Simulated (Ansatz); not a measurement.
A: Ta (bcc, W type), a = 3.305 Å, b = 3.305 Å, c = 3.305 Å, α = 90.00°, β = 90.00°, γ = 90.00°
B: GaSb (zinc blende), a = 6.1335 Å, b = 6.1335 Å, c = 6.1335 Å, α = 90.00°, β = 90.00°, γ = 90.00°
C: CdTe (zinc blende), a = b = c = 6.5581 Å, α = β = γ = 90.00°

Scan: energy against volume (even scaling of the relaxed cell, symmetry kept). One method and one kind of scan serve all of them; meshes and ranges differ. All were relaxed with their symmetry unable to fall. Spin-orbit coupling is left out. Ta is run without spin polarisation. The PAW data are Ansatz's earlier set.

Rank these by bulk modulus (fitted) (highest first), as r2SCAN (plane waves to 500 eV, PAW, scalar-relativistic; Ansatz, a quantum-chemistry and plane-wave program) gives it.

A (203 GPa), B (52.9 GPa), C (40.2 GPa)

(Under strain, the slope of the energy per volume gives the stress and its curvature an elastic modulus.)
